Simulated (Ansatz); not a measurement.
Given:

PtS₂:
```cif
data_PtS2
_chemical_formula_sum 'Pt1 S2'
_space_group_name_H-M_alt 'P 1'
_space_group_IT_number 1
_cell_length_a 5.33686
_cell_length_b 5.33686
_cell_length_c 5.33686
_cell_angle_alpha 37.833
_cell_angle_beta 37.833
_cell_angle_gamma 37.833
loop_
_space_group_symop_operation_xyz
  'x, y, z'
loop_
_atom_site_label
_atom_site_type_symbol
_atom_site_fract_x
_atom_site_fract_y
_atom_site_fract_z
_atom_site_occupancy
Pt1 Pt 0.00245 0.00245 0.00245 1
S1 S 0.76070 0.76070 0.76070 1
S2 S 0.57015 0.57015 0.57015 1
```

This is the PBE+D3(BJ)-relaxed structure.

Problem. All from DFT-PBE+D3(BJ) in the program Ansatz with PAW potentials, unless another level is named. Estimate the electronic character.

Solution. metallic (no gap).

Problem. Give the formation energy from the elements (no fitted shifts).

Solution. 0.13 eV/atom.

Problem. And the density of states at the Fermi level?

Solution. 0.43 states/eV per atom (mean over ±0.08 eV).

Space group R3m. A made-up cell: these elements were put on the sites of a structure type; neither database checked (COD, Materials Project) lists it. COD files the formula under space group No. 164. Whether it is the stable phase at ambient conditions was not checked. The PBE+D3(BJ) relaxation kept the symmetry of its start; whether a distortion lowers the energy is not shown. The run is not spin-polarised. The references are the lowest solids computed at this level, not always the standard phases. Spin–orbit coupling is left out wherever it is not named.

Potentials: the earlier of the program's two PAW sets.
